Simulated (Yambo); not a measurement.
```xyz
3
Lattice="0.0000 3.1296 3.1296 3.1296 0.0000 3.1296 3.1296 3.1296 0.0000" Properties=species:S:1:pos:R:3 pbc="T T T"
Mg     1.5648     1.5648     1.5648
Mg     4.6943     4.6943     4.6943
Si     0.0000     0.0000     0.0000
```

Mg$_{2}$Si (space group Fm-3m, No. 225): mean Im ε in 1 eV windows above the direct gap of 2.59 eV, for different electron-hole kernels (Yambo, broadening 0.15 eV, LDA (Quantum ESPRESSO, PseudoDojo norm-conserving, 84 Ry, scalar-relativistic) bands; 8×8×8 mesh, 4 valence and 7 conduction bands, static screening with 34 bands and a 4 Ry block, scissor 0.61 eV, Tamm-Dancoff; field along x).

```csv
window (eV),independent quasiparticles,BSE
2.6 to 3.6,40,39
3.6 to 4.6,17,12
4.6 to 5.6,9.6,6.7
5.6 to 6.6,3.0,2.9
6.6 to 7.6,1.7,1.9
```

This run doesn't resolve bound excitons or single peaks, so only averages are given, and they too depend on the mesh; weight that the attraction moves below the gap isn't listed. All transitions below 8.01 eV are in the band window. The scissor comes from a G0W0 run whose convergence isn't established.

Geometry relaxed with LDA.
